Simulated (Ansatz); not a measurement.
Ru:
```
CELL_PARAMETERS angstrom
      2.72089     0.00000     0.00000
     -1.36044     2.35636     0.00000
      0.00000     0.00000     4.29527
ATOMIC_POSITIONS crystal
  Ru 0.33333 0.66667 0.75000
  Ru 0.66667 0.33333 0.25000
```

Relaxed with PBE. Special points in fractions of this cell's reciprocal vectors: Γ (0.000, 0.000, 0.000); M (0.500, 0.000, 0.000); K (0.333, 0.333, 0.000); A (0.000, 0.000, 0.500); L (0.500, 0.000, 0.500); H (0.333, 0.333, 0.500).

Task: List the band energies nearest the Fermi level at these points for plane-wave PAW PBE (Ansatz code).

Result: In eV from the Fermi level; about four levels below and three above (degenerate sets whole), none deeper than 8.9 eV; … stands for higher levels left out; points with the same levels are listed once.

```json
[
 {"k": "Γ", "below": "-1.90 -1.90 -1.40 -1.40", "above": "1.14 1.14 …"},
 {"k": "M", "below": "-2.99 -2.04 -1.80 -1.50", "above": "1.35 1.77 1.86"},
 {"k": "K", "below": "-3.73 -2.80 -2.80 -1.07", "above": "0.97 0.97 1.41"},
 {"k": "A", "below": "-2.74 -2.74 -2.74 -2.74 -2.67 -2.67", "above": "…"},
 {"k": "L", "below": "-4.45 -4.45 -1.06 -1.06", "above": "0.42 0.42 1.61 1.61"},
 {"k": "H", "below": "-2.69 -2.69 -1.18 -1.18", "above": "1.18 1.18 …"}
]
```

Space group P6_3/mmc (hcp (Mg type)). The PBE relaxation kept the symmetry of its start. No spin polarisation was allowed. Spin–orbit coupling is left out wherever it is not named.

Potentials: the later of the program's two PAW sets.
